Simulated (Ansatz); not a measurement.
Ge in space group I-43m (No. 217; Ge on 2a, Ge on 8c, Ge on 12d, Ge on 24g), DFT-PBE in the program Ansatz with PAW potentials. The conduction-band minimum lies at H, with 1 equivalent valley. Second derivatives d²E/dk² of the lowest band at one valley (eV·Å²), along Cartesian directions:

```
direction  d²E/dk²
---------  -------
[100]        28.65
[010]        28.65
[001]        28.65
[110]        28.53
[101]        28.53
[011]        28.53
```

Task: Find the principal effective masses, the density-of-states mass and the conductivity mass.

Result: Off-diagonal terms follow from H_xy = H[110] − (H_xx + H_yy)/2, and m*/mₑ = 7.620 eV·Å² over each eigenvalue: 0.26, 0.26, 0.27. One valley's DOS mass (m₁m₂m₃)^(1/3) = 0.27, conductivity mass 3/(Σ 1/mᵢ) = 0.27 mₑ.

Task: What effective density of states Nc follows at 300 K for parabolic valleys?

Result: Nc = 2.509e19 × 1 × (0.27)^(3/2) ≈ 3.5e18 cm⁻³.

The start of the workflow was typed in or built on a structure type; neither database checked (COD, Materials Project) lists it. It is not the phase usual at ambient conditions (space group No. 227). Symmetry was held in the PBE relaxation; its stability against distortions is not shown here. Scalar-relativistic: spin–orbit coupling is off unless named, which matters more the heavier the elements.

Potentials: the later of the program's two PAW sets.

Edges and masses are those of Kohn–Sham bands, whose gap is no quasiparticle gap.
